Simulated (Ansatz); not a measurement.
## Profile along the La–Bi line in LaBi (rock salt)

LaBi (rock salt)

Space group Fm-3m (No. 225); a = 6.6623 Å, b = 6.6623 Å, c = 6.6623 Å, α = 90.00°, β = 90.00°, γ = 90.00°

| atom | site | symmetry | x | y | z |
|---|---|---|---|---|---|
| La | 4b | m-3m | 0.5000 | 0.5000 | 0.5000 |
| Bi | 4a | m-3m | 0.0000 | 0.0000 | 0.0000 |
(The calculation used a cell of 2 atoms; values per cell refer to that cell.)

Fields along a shortest La–Bi line of a {100} plane (3.33 Å), from La to Bi, interpolated on the slice's grid (step about 0.2 Å). Computed with r2SCAN (plane waves to 500 eV, PAW, scalar-relativistic; Ansatz, a first-principles code). k mesh 12×12×12. Inside the PAW spheres the values are not all-electron values, and peaks at nuclei hang on which shells count as valence. LaBi is run without spin polarisation. LaBi was relaxed with its symmetry unable to fall. Spin-orbit coupling is left out, though Bi is heavy.

| distance from La (Å) | valence electron density (e/Å³) | electron localisation function |
|---|---|---|
| 0.00 | 1.34 | x |
| 0.17 | 1.35 | x |
| 0.33 | 1.46 | x |
| 0.50 | 1.63 | x |
| 0.67 | 1.61 | 0.81 |
| 0.83 | 1.28 | 0.86 |
| 1.00 | 0.82 | 0.81 |
| 1.17 | 0.46 | 0.60 |
| 1.33 | 0.27 | 0.31 |
| 1.50 | 0.19 | 0.22 |
| 1.67 | 0.19 | 0.32 |
| 1.83 | 0.22 | 0.49 |
| 2.00 | 0.30 | 0.54 |
| 2.16 | 0.45 | 0.48 |
| 2.33 | 0.72 | 0.45 |
| 2.50 | 1.45 | 0.42 |
| 2.66 | 3.08 | 0.31 |
| 2.83 | 4.90 | x |
| 3.00 | 6.48 | x |
| 3.16 | 7.68 | x |
| 3.33 | 8.20 | x |

x: too close to a nucleus for the ELF to mean much.

Density on the La–Bi line (3.33 Å) at its density minimum, 1.6 Å from La: 0.19 e/Å³. ELF at that point: 0.2.
